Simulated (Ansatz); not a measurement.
## 17O NMR of the central transition in SrCaLaBiO6

Cell: a Materials Project structure (computed, not necessarily an observed phase), its atoms then relaxed with PBE in this cell.

```cif
data_SrCaLaBiO6
_symmetry_space_group_name_H-M 'Pc'
_symmetry_Int_Tables_number 7
_cell_length_a 5.9068
_cell_length_b 6.1288
_cell_length_c 10.3574
_cell_angle_alpha 90.000
_cell_angle_beta 124.688
_cell_angle_gamma 90.000
loop_
_atom_site_label
_atom_site_type_symbol
_atom_site_symmetry_multiplicity
_atom_site_Wyckoff_symbol
_atom_site_fract_x
_atom_site_fract_y
_atom_site_fract_z
Sr Sr 2 a 0.7637 0.7964 0.7513
Ca Ca 2 a 0.4995 0.7542 0.0011
La La 2 a 0.2358 0.3071 0.7545
Bi Bi 2 a 0.9999 0.2471 0.0006
O9 O 2 a 0.8928 0.9515 0.0658
O10 O 2 a 0.1294 0.4753 0.4318
O13 O 2 a 0.7662 0.4450 0.0522
O14 O 2 a 0.2350 0.9354 0.4403
O17 O 2 a 0.3404 0.6939 0.7376
O18 O 2 a 0.6372 0.2022 0.7648
```

One atom of each set is listed.

Computed with Ansatz: DFT, r2SCAN, plane waves and PAW, scalar-relativistic, 500 eV cutoff, Γ-centred 5×4×3 k-points, Fermi–Dirac smearing 0.02 eV.

17O has I = 5/2 and Q = -25.58 mb (Pyykkö 2018); at 35.2 T its Larmor frequency is ν₀ = 203.3 MHz. Only the quadrupole interaction is simulated: positions count from each site's isotropic chemical shift, and J coupling is left out, as are shift anisotropy and dipolar coupling, which fast spinning averages.

**Question.** What does the 17O spectrum (fast magic-angle spinning) show for each site?

**Answer.** 

```tsv
site	first shell	C_Q (MHz)	η	P_Q (MHz)	δ_QIS (ppm)	breadth (kHz)
O9	1 Bi at 2.15 Å, 1 Ca at 2.35 Å, 1 La at 2.43 Å; also 2 Sr at 2.89–3.04 Å	-5.78	0.20	5.81	-4.91	2.25
O10	1 Bi at 2.15 Å, 1 Ca at 2.34 Å, 1 Sr at 2.52 Å, 1 La at 2.62 Å; also 1 La at 3.20 Å	-5.34	0.35	5.45	-4.31	2.02
O13	1 Bi at 2.12 Å, 1 Ca at 2.32 Å; also 1 Sr at 2.55 Å, 2 La at 2.79–3.01 Å	-5.69	0.34	5.80	-4.88	2.29
O14	1 Bi at 2.13 Å, 1 Ca at 2.31 Å, 1 La at 2.43 Å; also 2 Sr at 2.84–3.07 Å	-5.57	0.17	5.60	-4.55	2.07
O17	1 Bi at 2.14 Å, 1 Ca at 2.36 Å, 1 La at 2.48 Å, 1 Sr at 2.50 Å	-5.74	0.09	5.74	-4.79	2.14
O18	1 Bi at 2.16 Å, 1 Ca at 2.38 Å, 1 La at 2.40 Å, 1 Sr at 2.62 Å	-5.49	0.04	5.49	-4.38	1.93
```

δ_QIS = −(ν_Q²/30ν₀²)[I(I+1) − 3/4](1 + η²/3) × 10⁶ ppm with ν_Q = 3|C_Q|/[2I(2I−1)]; it falls as 1/B₀² in ppm, and the breadth as 1/B₀ in kHz.

At O9, O10, O14, O17 and O18 V_zz points along its shortest bond, to Bi (within 5°) in each case. At O13 V_zz points along the shorter of its two bonds, to Bi (within 2°).

The largest force is 0.3 eV/Å, so the atoms aren't at the calculated equilibrium and relaxing them would move these values. Without spin–orbit coupling the gradients at and beside Bi can be off by some per cent, at some sites by more.
